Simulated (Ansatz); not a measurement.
Values for one crystal, relaxed and computed with the program Ansatz at the r²SCAN level (PAW); other levels are named.

Volume per atom: 11.49 Å³
Electronic character: metallic (no gap)
Bulk modulus (Birch–Murnaghan fit): 2480 kbar
Formation energy from the elements (no fitted shifts): -0.31 eV/atom
Pressure derivative B′: 4.5
Density of states at the Fermi level: 0.50 states/eV per atom (mean over ±0.08 eV)

Question: Which of these materials gives this?
A. GeB2Mo2, P-6m2 (Mo on 2h, Ge on 1a, B on 1b, B on 1f)
B. Co2SiB2, Cmmm (Si on 2a, Co on 4j, B on 4i)
C. AlB3N3, Amm2 (Pearson symbol oS28)
D. V2GeB2, P-6m2 (V on 2h, Ge on 1a, B on 1b, B on 1f)

Answer: A, GeB2Mo2, P-6m2 (Mo on 2h, Ge on 1a, B on 1b, B on 1f)

The start of the workflow was typed in or built on a structure type; neither database checked (COD, Materials Project) lists it. Whether it is the stable phase at ambient conditions was not checked. The cell was relaxed with r²SCAN under the symmetry of its start; its stability against distortions is not shown here. No spin polarisation was allowed. The references are the lowest solids computed at this level, not always the standard phases. Scalar-relativistic: spin–orbit coupling is off unless named, which matters more the heavier the elements.

Potentials: the earlier of the program's two PAW sets. The files were generated under PBE; for other functionals the program regenerates the frozen cores, and for LDA and PBEsol the local potential too.
